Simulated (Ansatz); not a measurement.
The relaxed structure here is a generated cell of SnO2: the first start was made by placing the elements on the sites of a structure type, and the end was not matched to a known phase here, so it may be hypothetical. Known forms of SnO2 include space group No. 136.

One starting cell of SnO$_{2}$ (a generated trial cell of SnO2 in the AFLOW prototype AB2_hP9_162_ad_k (as in V2N)) was relaxed twice with Ansatz (plane waves, PAW, scalar-relativistic): with r2SCAN at 500 eV and with PBE at 420 eV. The r2SCAN result:

```yaml
crystal:
  lattice:
    - [5.26526, 0.00000, 0.00000]
    - [-2.63263, 4.55985, 0.00000]
    - [0.00000, 0.00000, 4.44240]
  atoms:
    - { symbol: O, position: [0.33492, 0.33492, 0.25475] }
    - { symbol: O, position: [0.66508, 0.00000, 0.25475] }
    - { symbol: O, position: [0.00000, 0.66508, 0.25475] }
    - { symbol: O, position: [0.00000, 0.33492, 0.74525] }
    - { symbol: O, position: [0.66508, 0.66508, 0.74525] }
    - { symbol: O, position: [0.33492, 0.00000, 0.74525] }
    - { symbol: Sn, position: [0.00000, 0.00000, 0.00000] }
    - { symbol: Sn, position: [0.66667, 0.33333, 0.50000] }
    - { symbol: Sn, position: [0.33333, 0.66667, 0.50000] }
```

```
quantity                          r2SCAN    PBE
--------------------------------  ------  -----
space group                        P-31m  P-31m
volume (Å³/atom)                   11.85      …
a (Å)                              5.265      …
c (Å)                              4.442      …
gap (eV, no spin-orbit coupling)    1.53      …
```

Problem. What does PBE give for the same quantities?

Solution. 
- volume (Å³/atom), PBE: 12.34
- a (Å), PBE: 5.337
- c (Å), PBE: 4.502
- gap (eV, no spin-orbit coupling), PBE: 0.44

Both levels end in the same structure; PBE's volume is 4.1 % larger; its gap is 1.09 eV smaller. Neither column is exact.

No spin polarisation in the result.

The run could not lose the symmetry of its start: the end is stationary, and may be a saddle point rather than a minimum.

Ansatz is a program for electronic structure.
